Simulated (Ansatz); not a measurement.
A relaxed cell of KTaO3 (Pm-3m (No. 221)), relaxed on a k-mesh at least as fine as the one used below. Calculation: PBEsol (plane waves to 420 eV, PAW, scalar-relativistic; Ansatz, an electronic-structure program). Γ-centred k-mesh 6×6×6 on the run's cell (coarser than for final values), Fermi–Dirac smearing 0.05 eV.

```yaml
crystal:
  lattice:
    - [3.98419, 0.00000, 0.00000]
    - [0.00000, 3.98419, 0.00000]
    - [0.00000, 0.00000, 3.98419]
  atoms:
    - { symbol: K, position: [0.00000, 0.00000, 0.00000] }
    - { symbol: Ta, position: [0.50000, 0.50000, 0.50000] }
    - { symbol: O, position: [0.00000, 0.50000, 0.50000] }
    - { symbol: O, position: [0.50000, 0.50000, 0.00000] }
    - { symbol: O, position: [0.50000, 0.00000, 0.50000] }
```

The atoms are displaced by (Å):

```json
[
 {"atom": "K1", "ux": "-0.046", "uy": "-0.174", "uz": "-0.058"},
 {"atom": "Ta2", "ux": "-0.090", "uy": "0.118", "uz": "0.314"},
 {"atom": "O3", "ux": "0.048", "uy": "0.212", "uz": "0.112"},
 {"atom": "O4", "ux": "-0.218", "uy": "-0.193", "uz": "0.277"},
 {"atom": "O5", "ux": "0.297", "uy": "0.173", "uz": "0.225"}
]
```

Problem. What forces (eV/Å) and pressure result?

Solution. 
| atom | Fx | Fy | Fz |
|---|---|---|---|
| K1 | 0.27 | 1.28 | 1.88 |
| Ta2 | 0.84 | -0.95 | -0.87 |
| O3 | -0.58 | -0.34 | 0.40 |
| O4 | 1.03 | 1.57 | -1.40 |
| O5 | -1.56 | -1.56 | 0.00 |

Pressure +1.3 GPa.

Problem. Estimate the energy cost of the displacement in the harmonic approximation and compare with the calculation.

Solution. For a harmonic well ΔE = −½ Σ F·u = 1.255 eV a cell, or 251 meV/atom. The calculated energy relative to the undisplaced cell is +229 meV/atom, so the harmonic estimate holds well.

No spin polarisation in the result.

The run that gave the undisplaced cell could not lose the symmetry of its start; a randomly shaken copy of 5 atoms returns to this structure.
